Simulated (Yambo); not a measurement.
Yambo run on a free-standing CaHI monolayer (symmetry P4/nmm, slab cell 20.2 Å high). The wavefunctions are PBEsol (pw.x of Quantum ESPRESSO, ONCV potentials, no spin-orbit coupling) ones on a 4×4×1 mesh (18 occupied bands); a = 3.963 Å, b = 3.963 Å, c = 20.200 Å, α = 90.00°, β = 90.00°, γ = 90.00°.

Yambo input:

```
rim_cut
HF_and_locXC
RandQpts= 1000000
RandGvec= 2 Ry
CUTGeo= "slab z"
EXXRLvcs= 72 Ry
VXCRLvcs= 288 Ry
% QPkrange
 1 | 1 | 18 | 19 |
 3 | 3 | 18 | 19 |
 6 | 6 | 18 | 19 |
%
```

k points by index: 1 = Γ, 3 = X, 6 = M.

Resulting energies as the program prints them:

```
#    K-point    Band    Eo [eV]    Ehf [eV]    Vxc [eV]    Vnlxc [eV]
#
    1    18    -0.140583    -3.012248    -11.43299    -14.30465
    1    19    3.794977    9.184953    -11.39977    -6.009793
    3    18    0.000000    -2.684197    -11.53813    -14.22233
    3    19    4.331140    9.984670    -11.36636    -5.712827
    6    18    -1.012916    -3.988873    -10.79722    -13.77318
    6    19    3.916023    8.461054    -9.486651    -4.941621
```
Exchange alone, without screening.

Geometry relaxed with PBEsol.

This is a model layer cut from the bulk structure; whether it is stable on its own was not checked.
